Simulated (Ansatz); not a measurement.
# Ag (fcc): a workflow

**The experiment.** The Crystallography Open Database holds a measured cell of cubic Ag (space group Fm-3m) at 293 K (1988, doi:10.1007/BF01174717): a = 4.086 Å, 17.05 Å³/atom.

Method: HSE06, scalar-relativistic; no spin polarisation; PAW, 420 eV, 8×8×8 k-mesh, Gaussian smearing of 0.05 eV; code Ansatz. The datasets are Ansatz's generated set soft_2.

The first cell, 0 % over the database's volume:

```yaml
crystal:
  lattice:
    - [0.00000, 2.04500, 2.04500]
    - [2.04500, 0.00000, 2.04500]
    - [2.04500, 2.04500, 0.00000]
  atoms:
    - { symbol: Ag, position: [0.00000, 0.00000, 0.00000] }
```

The runs in order:

```tsv
run	level	k-mesh	kind	V (Å³/atom)	P (GPa)	E − E(final) (meV/atom)	gap on the mesh (eV)
1	PBE	8×8×8	fixed cell	17.10	4.9	–	metal
2	PBE	8×8×8	fixed cell	17.66	1.4	–	metal
3	PBE	8×8×8	fixed cell	17.92	0.1	–	metal
4	HSE06	8×8×8	fixed cell	17.92	0.0	0.0	metal
5	HSE06	8×8×8	fixed cell	17.85	0.3	0.1	metal
6	HSE06	8×8×8	fixed cell	17.91	0.0	0.0	metal
```

The volume is at zero pressure for this level.

The final structure (symmetry read at 0.01 Å). The structure is cubic, space group Fm-3m (No. 225). The conventional cell has a = 4.154 Å, b = 4.154 Å, c = 4.154 Å, α = 90.00°, β = 90.00°, γ = 90.00°. Ag (site symmetry m-3m) is surrounded by 12 Ag at 2.94 Å. (Shells end 15 % past the nearest neighbour.)

```tsv
atom	site	symmetry	x	y	z
Ag	4a	m-3m	0.0000	0.0000	0.0000
```

- At the final geometry the gap, band path included, is zero (metallic).
- The runs in the table took roughly 1 core-minutes.

**What lies behind the numbers.**

With 19 valence electrons in the calculation's cell and no magnetic order, the bands, two electrons each, can't all be full or empty: band theory demands a metal.

**Comparison.** The computed cell (4.154 Å, 17.91 Å³/atom) differs from the database's by +5.0 % in volume, about +1.7 % in length. The static lattice lacks zero-point motion and thermal expansion, so this level's own overestimate is larger than the figure.

Pressures of hybrids are less tightly converged. For a metal under a hybrid functional this mesh is coarse.
